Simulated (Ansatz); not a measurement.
Ge:
Space group P6₃/mmc (No. 194); a = b = 3.998 Å, c = 6.594 Å, α = β = 90.00°, γ = 120.00°

```csv
atom,site,symmetry,x,y,z
Ge,4f,3m.,0.6667,0.3333,0.0629
```

Relaxed with PBEsol. DFT-PBEsol in the program Ansatz with PAW potentials gives no gap.

What gap does HSE06 give on the same cell (Ansatz, PAW)?

0.38 eV. The hybrid was solved on a coarser mesh and at special points; its gap is the smallest among all of these. On such a mesh it can open a false gap in a semimetal.

```json
[
 {"k": "Γ", "v1 PBEsol": "-0.15", "c1 PBEsol": "0.01", "v1 HSE06": "0.00", "c1 HSE06": "0.38"},
 {"k": "A", "v1 PBEsol": "-0.97", "c1 PBEsol": "0.52", "v1 HSE06": "…", "c1 HSE06": "…"},
 {"k": "K", "v1 PBEsol": "-3.32", "c1 PBEsol": "1.28", "v1 HSE06": "…", "c1 HSE06": "…"},
 {"k": "H", "v1 PBEsol": "-2.13", "c1 PBEsol": "1.09", "v1 HSE06": "…", "c1 HSE06": "…"},
 {"k": "M", "v1 PBEsol": "-1.55", "c1 PBEsol": "0.35", "v1 HSE06": "-1.71", "c1 HSE06": "0.92"},
 {"k": "L", "v1 PBEsol": "-2.53", "c1 PBEsol": "0.36", "v1 HSE06": "…", "c1 HSE06": "…"}
]
```

Top valence (v1) and lowest conduction level (c1) in eV from each method's valence maximum (which need not be a listed point): supply the withheld HSE06 values.


- A, v1 HSE06: -1.06
- A, c1 HSE06: 1.22
- L, v1 HSE06: -2.76
- L, c1 HSE06: 0.95
- K, v1 HSE06: -3.62
- K, c1 HSE06: 1.85
- H, v1 HSE06: -2.32
- H, c1 HSE06: 1.75

Cost on shared cores: the PBEsol run (SCF on a 12×12×6 mesh, then bands and DOS) very roughly 27 core-seconds, the HSE06 run (SCF on 6×6×3, then a few points) about 90 core-seconds (a rough figure); the tasks are unlike.

Space group P6_3/mmc. The workflow started from a Materials Project entry (that database holds measured and hypothetical structures alike); the Crystallography Open Database copy checked does not list it. It is not the phase usual at ambient conditions (space group No. 227). The cell was relaxed with PBEsol under the symmetry of its start; of distortions, only those at the zone centre were tested. Scalar-relativistic: spin–orbit coupling is off unless named, which matters more the heavier the elements.

Potentials: the earlier of the program's two PAW sets.
